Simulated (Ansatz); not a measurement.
Si:
Space group P6₄22 (No. 181); a = b = 3.882 Å, c = 4.076 Å, α = β = 90.00°, γ = 120.00°

```csv
atom,site,symmetry,x,y,z
Si,3c,222,0.5000,0.0000,0.0000
```

Relaxed at zero pressure with DFT-PBEsol in the program Ansatz with PAW potentials.

Problem. The volume is raised by 3 % and shape and atoms relax at that volume. What pressure results, and how do the axes share the change?

Solution. -2.8 GPa; a 0.9 %, b 0.9 %, c 1.1 %; the energy rises by 5 meV/atom.

Problem. Give the new structure.

Solution. 
Space group P6₄22 (No. 181); a = 3.918 Å, b = 3.918 Å, c = 4.121 Å, α = 90.00°, β = 90.00°, γ = 120.00°

| atom | site | symmetry | x | y | z |
|---|---|---|---|---|---|
| Si | 3c | 222 | 0.5000 | 0.0000 | 0.0000 |

The phase is kept; no other phase was compared at this pressure.

Space group P6_422. The start of the workflow was typed in or built on a structure type; neither database checked (COD, Materials Project) lists it. It is not the phase usual at ambient conditions (space group No. 227). Symmetry was held in the PBEsol relaxation; of distortions, only those at the zone centre were tested.

Potentials: the later of the program's two PAW sets.
